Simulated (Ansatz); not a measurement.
Starting cell, TiAu (CsCl type):

```
TiAu
1.0
    6.37661     0.00000     0.00000
    3.18830     3.18830     0.00000
    0.00000     0.00000     3.18830
Ti Au
2 2
Direct
  0.00000   0.50000   0.50000
  0.50000   0.50000   0.50000
  0.00000   0.00000   0.00000
  0.50000   0.00000   0.00000
```

The atoms are displaced by Q × the pattern below (from a DFPT mode at M = (0.5, 0.5, 0.0), largest move 1; Q in Å), at fixed cell. (q is in reciprocal vectors of the primitive cell; the cell shown is doubled to hold the pattern.)

| atom | x | y | z |
|---|---|---|---|
| Ti1 | 0.000 | 0.000 | -1.000 |
| Ti2 | 0.000 | 0.000 | 1.000 |

Atoms not listed stay in place.

All values below come from LDA (plane waves to 420 eV, PAW, scalar-relativistic; Ansatz, a first-principles code). k mesh 15×15×15 (Γ-centred), Fermi-Dirac smearing 0.05 eV. E stands for the smeared free energy. With partly filled bands, energies and forces of such displacements shift with the k mesh and the smearing. Spin-orbit coupling is left out, though Au is heavy. TiAu is run without spin polarisation. TiAu was relaxed with its symmetry unable to fall. ΔE is measured from the undisplaced structure.

The scan covers Q from -0.100 to 0.100 Å in 13 points.

Question: Which space group does the distorted structure have?

Answer: P4/nmm (No. 129), lowered from Pm-3m.

Question: What is the energy change at Q = 0.100 Å?

Answer: 38.5 meV/cell.

Question: What harmonic wavenumber does the curvature at Q = 0 give?

Answer: 148 cm⁻¹.

(For displaced atoms, the force is minus the slope of the energy, and its curvature is a force constant, which sets phonon frequencies.)
